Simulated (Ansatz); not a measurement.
The relaxed structure here is a generated cell of MnSi: the first start was made by a random draw of sites in a space group, and the end was not matched to a known phase here, so it may be hypothetical. Known forms of MnSi include space group No. 198.

A relaxed structure of MnSi. Space group P-62m (No. 189). Level of theory: PBEsol (plane waves to 420 eV, PAW, scalar-relativistic; Ansatz, a quantum-chemistry and plane-wave program).

```xyz
6
Lattice="6.3518 0.0000 0.0000 -3.1759 5.5008 0.0000 0.0000 0.0000 2.4042" Properties=species:S:1:pos:R:3 pbc="T T T"
Mn     0.0000     0.0000     0.0000
Mn     0.0000     3.6672     1.2021
Mn     3.1759     1.8336     1.2021
Si     4.0463     0.0000     0.0000
Si    -2.0232     3.5042     0.0000
Si     1.1527     1.9966     0.0000
```

Question: What is the computed magnetic moment (PBEsol)?

Answer: Zero (the starting moments vanished).

No spin polarisation in the result: the starting moments vanished. The relaxed primitive cell holds an odd number of electrons. A magnetic state may lie lower.

The run could not lose the symmetry of its start: the end is stationary, and may be a saddle point rather than a minimum.
